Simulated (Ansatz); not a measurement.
The start is a relaxed Mo2C cell, doubled along one cell vector, shaken by Gaussian noise of σ = 0.08 Å a coordinate. The structure is fully relaxed (lattice and positions, P = 0) with PBE (plane waves to 420 eV, PAW, scalar-relativistic; Ansatz, a program for electronic structure). The first steps use a coarse 6×3×8 k-mesh.

Starting cell:
```
CELL_PARAMETERS angstrom
     -2.14957     2.14957     4.03832
      4.29913    -4.29913     8.07665
      2.14957     2.14957    -4.03832
ATOMIC_POSITIONS crystal
  Mo 0.49263 0.50089 0.51175
  Mo 0.46396 0.99635 0.48328
  Mo 0.00914 0.25717 0.51434
  Mo 0.98683 0.75724 0.50742
  Mo 0.23308 0.13505 0.00816
  Mo 0.25871 0.62736 0.00569
  Mo 0.77435 0.37770 0.04689
  Mo 0.76468 0.87377 0.01465
  C  0.73159 0.12821 0.53027
  C  0.77407 0.62092 0.51096
  C  0.01372 0.01271 0.02237
  C  0.04492 0.50016 0.01599
```

**Question.** What is the largest force in the starting geometry, and on which atom (counted from 1)?

**Answer.** About 3.4 eV/Å, on C12 (atoms numbered as listed).

**Question.** By how much does the energy per atom fall from start to end?

**Answer.** 0.11 eV/atom.

**Question.** Does it find its way back to the structure it was made from?

**Answer.** It returns to the parent structure, I4₁/amd (No. 141).

**Question.** How do the shortest distances between atoms change?

**Answer.** The closest pairs of elements (up to four, under 3.6 Å), start → end: C–Mo 1.93 → 2.06 Å; Mo–Mo 2.76 → 2.89 Å; C–C 2.78 → 2.95 Å.

**Question.** What band gap does the relaxed structure have at this level?

**Answer.** Zero (metallic).

Final structure:

```cif
data_C4Mo8
_chemical_formula_sum 'Mo8 C4'
_space_group_name_H-M_alt 'I41/amd :1'
_space_group_IT_number 141
_space_group_name_Hall 'I 4bw 2bw -1bw'
_cell_length_a 4.29907
_cell_length_b 4.29907
_cell_length_c 8.07677
_cell_angle_alpha 90.000
_cell_angle_beta 90.000
_cell_angle_gamma 90.000
loop_
_atom_site_label
_atom_site_type_symbol
_atom_site_symmetry_multiplicity
_atom_site_Wyckoff_symbol
_atom_site_fract_x
_atom_site_fract_y
_atom_site_fract_z
_atom_site_occupancy
Mo1 Mo 8 e 0.00000 0.00000 0.25552 1
C1 C 4 a 0.00000 0.00000 0.00000 1
```
(The calculation used a cell of 6 atoms; values per cell refer to that cell.)

Final values are on a 15×15×15 k-mesh of the relaxed cell. No spin polarisation in the result.

The relaxed structure here is a generated cell of Mo2C: the first start was made by placing the elements on the sites of a structure type, and the end was not matched to a known phase here, so it may be hypothetical.
